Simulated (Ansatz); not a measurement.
Given:

BiTe:
```
BiTe
1.0
    4.42838     0.00000     0.00000
   -2.21419     3.83509     0.00000
    0.00000     0.00000    24.94890
Bi Te
6 6
Direct
  0.00000   0.00000   0.12810
  0.00000   0.00000   0.87190
  0.33333   0.66667   0.29042
  0.66667   0.33333   0.70958
  0.66667   0.33333   0.46692
  0.33333   0.66667   0.53308
  0.33333   0.66667   0.06037
  0.66667   0.33333   0.93963
  0.66667   0.33333   0.20972
  0.33333   0.66667   0.79028
  0.00000   0.00000   0.35896
  0.00000   0.00000   0.64104
```

This is the r²SCAN+D4-relaxed structure.

Question: All from DFT-r²SCAN+D4 in the program Ansatz with PAW potentials, unless another level is named. Predict the electronic character.

Answer: no gap, with almost no states at the Fermi level (zero-gap or semimetallic).

Question: What about the formation energy from the elements (no fitted shifts)?

Answer: -0.23 eV/atom.

Space group P-3m1. The workflow started from an entry of the Crystallography Open Database (COD), which files this formula under 2 space groups. Whether it is the stable phase at ambient conditions was not checked. The cell was relaxed with r²SCAN+D4 under the symmetry of its start; whether a distortion lowers the energy is not shown. A small band overlap can be real or an error of a semilocal functional. The references are the lowest solids computed at this level, not always the standard phases. Spin–orbit coupling is left out wherever it is not named.

Potentials: the later of the program's two PAW sets.
